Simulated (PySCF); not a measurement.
PySCF single point, B3LYP/6-31G*, density fitting, IEF-PCM implicit ethylene carbonate (electrostatics alone), on benzotriazole, C6H5N3 (SMILES c1ccc2[nH]nnc2c1), charge 0, multiplicity 1.

```python
from pyscf import gto, scf, dft
mol = gto.M(atom='''
C     -1.795898    -0.385586    -0.000139
C     -1.441783     0.971777    -0.000436
C     -0.128565     1.383793    -0.000432
C      0.834078     0.382306    -0.000298
N      2.194376     0.360507     0.000058
N      2.627430    -0.910165    -0.000063
N      1.649128    -1.708401     0.000093
C      0.486928    -0.992595    -0.000083
C     -0.851348    -1.384257    -0.000146
H     -2.844132    -0.644035     0.000368
H     -2.226891     1.713102     0.000436
H      0.142423     2.428436    -0.000109
H      2.844132     1.129408     0.000362
H     -1.117199    -2.428436    -0.000094
''', basis='6-31G*', charge=0, spin=0, verbose=3)
mf = dft.RKS(mol, xc='B3LYP')
mf = mf.density_fit()
mf = mf.PCM()
mf.with_solvent.method = 'IEF-PCM'
mf.with_solvent.eps = 90.5
mf.max_cycle = 100
e = mf.kernel()
print('converged', mf.converged)
print('E_total', e)
print('nao', mol.nao)
print('HOMO', mf.mo_energy[mf.mo_occ > 0].max())
mf.dip_moment()
```

It prints:

```

WARN: PCM is an experimental feature. It is still in testing.
Features and APIs may be changed in the future.

converged SCF energy = -395.87074944088
converged True
E_total -395.8707494408804
nao 136
HOMO -0.2407941096202273
Dipole moment(X, Y, Z, Debye): -1.84505,  5.11460,  0.00151
```

The total energy is -10772.19 eV, -0.42 eV from the same level's vacuum run.
